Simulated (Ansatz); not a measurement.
# Property card for Bi

Bi:
```xyz
2
Lattice="6.3902 0.0000 0.0000 0.0000 3.1936 0.0000 0.0000 0.0000 3.1925" Properties=species:S:1:pos:R:3 pbc="T T T"
Bi     1.5975     0.0000     1.5494
Bi     4.7926     0.0000     1.6432
```

Space group Pmma (No. 51); conventional cell a = 6.390 Å, b = 3.194 Å, c = 3.193 Å, α = 90.00°, β = 90.00°, γ = 90.00°.

Method: plane-wave PAW LDA (Ansatz code). Geometry: relaxed at this level of theory. Other levels are named where they apply.

Cell and energy:

```
Item                  Result
---------------  -----------
Volume per atom     32.58 Å³
Density          10.65 g/cm³
```

Electronic structure:

```
Property                                                                    Result
------------------------------------  --------------------------------------------
Electronic character                                             metallic (no gap)
Density of states at the Fermi level  0.53 states/eV per atom (mean over ±0.08 eV)
```

Mechanics:

```
Quantity                                                                                                                                     Value
--------------------------------------------  ----------------------------------------------------------------------------------------------------
Bulk modulus (Birch–Murnaghan fit)                                                                                                        52.4 GPa
Pressure derivative B′                                                                                                                         2.3
Elastic constants (relaxed ions, GPa)         C11 = 147, C22 = 148, C33 = 148, C12 = 12.6, C13 = 12.4, C23 = 12.0, C44 = 7.4, C55 = 7.4, C66 = 7.4
Mechanical stability                                                                                        stable (all eigenvalues of C positive)
Hill bulk and shear moduli                                                                                                       57.4 and 21.4 GPa
Young's modulus                                                                                                                           57.2 GPa
Poisson's ratio                                                                                                                               0.33
Debye temperature from the elastic constants                                                                                                 148 K
```

Phonons:

```
Quantity                                       Result
-----------------------------  ----------------------
Highest zone-centre frequency                 76 cm⁻¹
Zone-centre stability          no imaginary mode at Γ
```

The workflow started from a Materials Project entry (that database holds measured and hypothetical structures alike); the Crystallography Open Database copy checked does not list it. It is not the phase usual at ambient conditions (space group No. 166). Symmetry was held in the LDA relaxation. As this level gives no gap, shear constants depend on the k-mesh and smearing (Fermi–Dirac, 0.1 eV here). As this level gives no gap, phonon frequencies hold no LO–TO term and depend on the k-mesh and smearing (Fermi–Dirac, 0.1 eV here). Axis ratios of metals converge slowly with the k-mesh, so a and c are less sure than the volume. Spin–orbit coupling is left out wherever it is not named.

Potentials: the later of the program's two PAW sets.
